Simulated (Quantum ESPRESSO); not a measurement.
AgBr is modelled in the cubic space group Fm-3m (No. 225), the rock salt structure, Pearson symbol cF8. Lattice parameters: a = 5.5047 Å, b = 5.5047 Å, c = 5.5047 Å, α = 90.00°, β = 90.00°, γ = 90.00°. Br on 4b is coordinated by 6 Ag at 2.752 Å (octahedral). Ag on 4a sees 6 Br at 2.752 Å (octahedral). (Neighbours: up to the widest gap in distance over summed covalent radii, below 1.35, at either atom; cation-cation contacts left out.)
(The calculation used a cell of 2 atoms; values per cell refer to that cell.)

The PBEsol cell relaxed from Materials Project entry mp-23231 was given an isotropic strain of -3 % on all lattice vectors, and the atoms were relaxed again.

Problem. What does PBEsol (Quantum ESPRESSO, PseudoDojo norm-conserving, 82 Ry, scalar-relativistic) give for the electronic structure near the Fermi level?

Solution. The PBEsol gap is indirect, 0.52 eV, from L to Γ; the smallest direct gap is 2.94 eV. Spin-orbit splittings are left out.
